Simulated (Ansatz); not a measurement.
## Equation of state of SbPt

```yaml
crystal:
  lattice:
    - [4.13000, 0.00000, 0.00000]
    - [-2.06500, 3.57668, 0.00000]
    - [0.00000, 0.00000, 5.47200]
  atoms:
    - { symbol: Sb, position: [0.33333, 0.66667, 0.25000] }
    - { symbol: Sb, position: [0.66667, 0.33333, 0.75000] }
    - { symbol: Pt, position: [0.00000, 0.00000, 0.00000] }
    - { symbol: Pt, position: [0.00000, 0.00000, 0.50000] }
```

The cell is COD entry 1010041, as deposited and not checked against the literature; nothing was relaxed.

Spin–orbit coupling is left out, though it moves levels of the heavy atoms by tenths of an eV or more.

All numbers are computed: DFT, LDA, all-electron LAPW, scalar-relativistic (Ansatz 0.2.0); DFT, LDA, PAW with Ansatz's default frozen-core files, scalar-relativistic (Ansatz 0.2.0).

For LAPW: a Γ-centred 11×11×8 k mesh, Fermi–Dirac smearing of 0.08 eV, basis error target 0.5 meV/atom, no spin polarisation. PAW takes a cutoff of 420 eV at this cell (files made with PBE, cores remade for this functional). The Ansatz runs share mesh, smearing and spin set-up. Plane-wave (PAW) pressures include the program's estimate of the Pulay term.

The cell above is scaled evenly, with fractional coordinates and shape held.

| V/V(cell) | V (Å³/atom) | P, LAPW (GPa) | P, PAW (GPa) | free energy over the lowest listed, PAW (meV/atom) |
| --- | --- | --- | --- | --- |
| 0.9400 | 18.995 | ? | ? | ? |
| 0.9600 | 19.399 | 6.71 | 6.68 | 15.9 |
| 0.9800 | 19.804 | 3.12 | 3.09 | 3.7 |
| 0.9900 | 20.006 | 1.48 | 1.45 | 0.8 |
| 1.0000 | 20.208 | -0.07 | -0.10 | 0.0 |
| 1.0100 | 20.410 | -1.52 | -1.55 | 1.0 |
| 1.0200 | 20.612 | -2.89 | -2.92 | 3.9 |
| 1.0400 | 21.016 | -5.39 | -5.42 | 14.4 |
| 1.0600 | 21.420 | -7.60 | -7.63 | 31.0 |

(1) Fill in the row V/V(cell) = 0.9400.

(2) What do Birch–Murnaghan fits to the pressures give?

## Answers

(1) P, LAPW (GPa) = 10.76, P, PAW (GPa) = 10.73, free energy over the lowest listed, PAW (meV/atom) = 37.8.

(2) LAPW: V0 = 20.20 Å³/atom, B0 = 150 GPa, B0′ = 5.0; PAW: V0 = 20.19 Å³/atom, B0 = 150 GPa, B0′ = 5.0.
